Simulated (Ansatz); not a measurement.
Consider the following.

Al2Au:
Space group Fm-3m (No. 225); a = b = c = 5.9555 Å, α = β = γ = 90.00°

| atom | site | symmetry | x | y | z |
|---|---|---|---|---|---|
| Al | 8c | -43m | 0.2500 | 0.2500 | 0.2500 |
| Au | 4a | m-3m | 0.0000 | 0.0000 | 0.0000 |
(The calculation used a cell of 3 atoms; values per cell refer to that cell.)

This is the LDA-relaxed structure.

### Question
All from the program Ansatz at the LDA level (PAW), unless another level is named. Give the formation energy from the elements (no fitted shifts).

### Answer
-503 meV/atom.

### Question
And the density of states at the Fermi level?

### Answer
0.30 states/eV per atom (mean over ±0.08 eV).

The LDA relaxation kept the symmetry of its start. The references are the lowest solids computed at this level, not always the standard phases. Scalar-relativistic: spin–orbit coupling is off unless named, which matters more the heavier the elements.

Potentials: the earlier of the program's two PAW sets. The files were generated under PBE; for other functionals the program regenerates the frozen cores, and for LDA and PBEsol the local potential too.
